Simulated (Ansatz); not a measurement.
Sr2Ca, a known structure type with other elements, at an estimated volume

```xyz
9
Lattice="5.9318 0.0000 0.0000 -2.9659 5.1371 0.0000 0.0000 0.0000 8.2627" Properties=species:S:1:pos:R:3 pbc="T T T"
Ca    1.4829    2.5685    1.3774
Ca   -1.4829    2.5685    6.8859
Ca    2.9659    0.0000    4.1316
Sr    4.4921    0.8312    1.3774
Sr    1.5262    4.3059    6.8859
Sr    2.9659    3.4747    4.1316
Sr   -1.5262    4.3059    1.3774
Sr    1.4396    0.8312    6.8859
Sr    0.0000    1.6624    4.1316
```

Single point in Ansatz 0.2.0 with PBE, no spin polarisation. Cutoff 420 eV, PAW datasets, 7×7×4 Γ-centred k mesh, fermi-dirac filling (width 0.1 eV).

- Forces: The largest is on Sr4 (and as large on other atoms): 0.40 eV/Å, components (-0.35, 0.20, 0.00). It makes 105° with the line to a nearest neighbour, Sr5 at 3.22 Å.
- Electronic structure: It is a metal, with about 10 states/eV a cell as the mean within 0.25 eV of the Fermi level.
- Formation energy: 0.95 eV an atom against the elements' usual phases (free molecules for gases, crystals otherwise, with no correction for O₂ or N₂), so at this geometry it isn't bound against them. Relaxing would lower it.
- Contacts: Sr–Sr at 3.22 Å: least valence density 0.10 e/Å³ and ELF 0.05 there. Ca–Sr at 3.26 Å: least valence density 0.09 e/Å³ and ELF 0.08 there. Both are smooth PAW fields, read partly inside the augmentation spheres.
- Stress: The pressure is 18.5 GPa (compression positive), so with the atoms held at these fractions the cell would first expand. The principal stresses 17.2, 17.2, 21.1 GPa differ, so its shape would change too.
- Charges: Bader charges in e: Sr -0.21, Ca +0.43. In the mean Ca gives up most and Sr takes most.

Origin: a known structure type with other elements, at an estimated volume, so it need not be a known compound. Caveats: atoms or cell far from equilibrium.
